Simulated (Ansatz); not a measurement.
**CoGe₂: a fit and a missing row**

CoGe₂, Cmce, a = 10.758 Å, b = 5.587 Å, c = 5.594 Å. The structure is a Materials Project entry; whether it is the stable form wasn't checked. Ansatz: PBEsol, PAW, 420 eV, Γ-centred 8×8×6 mesh on 12 atoms, Gaussian smearing 0.10 eV; no spin polarisation. Shape and atoms are relaxed at each volume; pressure is positive in compression.

```tsv
V (Å³/atom)	P (GPa)
12.750	17.27
13.171	10.47
13.591	4.77
14.011	-0.01
14.432	?
14.852	-7.44
```

Task: Take V0 = 14.011 Å³/atom, count pressures from its P0 = -0.01 GPa, fit the third-order Birch–Murnaghan form to the other rows, and predict the missing pressure.

Result: With the Eulerian strain f = ½[(V0/V)^(2/3) − 1] and y = (P − P0)/[3f(1 + 2f)^(5/2)], the form is the line y = B0 + 1.5 B0 (B0′ − 4) f. Rows (f, y): 0.03245, 151.7; 0.02104, 149.8; 0.01025, 147.8; -0.01906, 143.2. Means f = 0.01117, y = 148.12; Σ(Δf)² = 0.001465, ΣΔfΔy = 0.2418; the slope is their ratio. y = 146.3 + 165.0 f GPa, so B0 = 146.3 GPa and B0′ = 4 + 2 × (165.0)/(3 × 146.3) = 4.75. At V = 14.432, f = -0.00977, y = 144.69 and P = -4.05 GPa. The run gave -4.04 GPa, so the fit is 0.01 GPa too low, a small miss on the scale of the series.

Cost: 6 runs of about 41 core-minutes in all, on Intel Xeon Platinum 8488C (Sapphire Rapids) (shared hosts).